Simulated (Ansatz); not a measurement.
# AlNi: do energies and stresses tell the same story?

All numbers below come from Ansatz 0.2.0, DFT r2SCAN, scalar-relativistic, plane waves, PAW.

Plane waves to 500 eV, a k mesh through Γ of 14×14×14 on the computed 2-atom cell and Gaussian smearing (0.10 eV); no spin polarisation.

Relaxed cell: Pm-3m, a = 2.863 Å, b = 2.863 Å, c = 2.863 Å, α = 90.00°, β = 90.00°, γ = 90.00°, 2 atoms in the primitive cell. Whether it is the stable form of this composition wasn't checked.

Energies at zero smearing and pressures from the stress tensor, at volumes with shape and atoms relaxed:
```csv
V (Å³/atom),E − E(first) (meV/atom),P (GPa)
11.032,0.00,12.50
11.384,-19.83,5.77
11.736,-26.00,0.03
12.088,-20.51,-4.87
12.440,-5.09,-9.05
```

Question: Check P = −dE/dV between neighbouring volumes, and get the bulk modulus from the pressures alone.

Answer: With 1 eV/Å³ = 160.2 GPa:
```
middle V (Å³/atom)  −ΔE/ΔV (GPa) mean P (GPa)
            11.208         9.023         9.134
            11.560         2.807         2.897
            11.912        -2.496        -2.421
            12.264        -7.020        -6.958
```

The two differ by 0.11 GPa at most. The mean of two end pressures misses the average over a step by about ΔV² P″/12, up to 0.09 GPa here; with that taken off 0.02 GPa remains. Around V = 11.736 Å³/atom, the two neighbours give B = −V ΔP/ΔV = 11.736 × 10.64 / 0.704 = 177.3 GPa, against B0 = 176.3 GPa from the Birch–Murnaghan fit of the energies.

A ferromagnetic start lost its moments in a first run, so spin was left out; other magnetic orders weren't tried.

Cost: 6 runs of about 2.3 core-minutes in all, on Arm Neoverse V1 (shared hosts).